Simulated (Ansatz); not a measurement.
Given:

Sb (simple cubic, space group No. 221), a = 3.072 Å, b = 3.072 Å, c = 3.072 Å, α = 90.00°, β = 90.00°, γ = 90.00°.

This is the r²SCAN+D4-relaxed structure.

All from the program Ansatz at the r²SCAN+D4 level (PAW), unless another level is named. Estimate the Young's modulus.

72.9 GPa.

What about the elastic constants (relaxed ions, GPa)?

C11 = 144, C12 = 21.1, C44 = 15.5.

Space group Pm-3m (simple cubic). The workflow started from a Materials Project entry (that database holds measured and hypothetical structures alike); the Crystallography Open Database files this formula in space group No. 221, but the cells were not matched. It is not the phase usual at ambient conditions (space group No. 166). The cell was relaxed with r²SCAN+D4 under the symmetry of its start; its stability against distortions is not shown here. As this level gives no gap, shear constants depend on the k-mesh and smearing (Fermi–Dirac, 0.1 eV here). Scalar-relativistic: spin–orbit coupling is off unless named, which matters more the heavier the elements.

Potentials: the later of the program's two PAW sets.
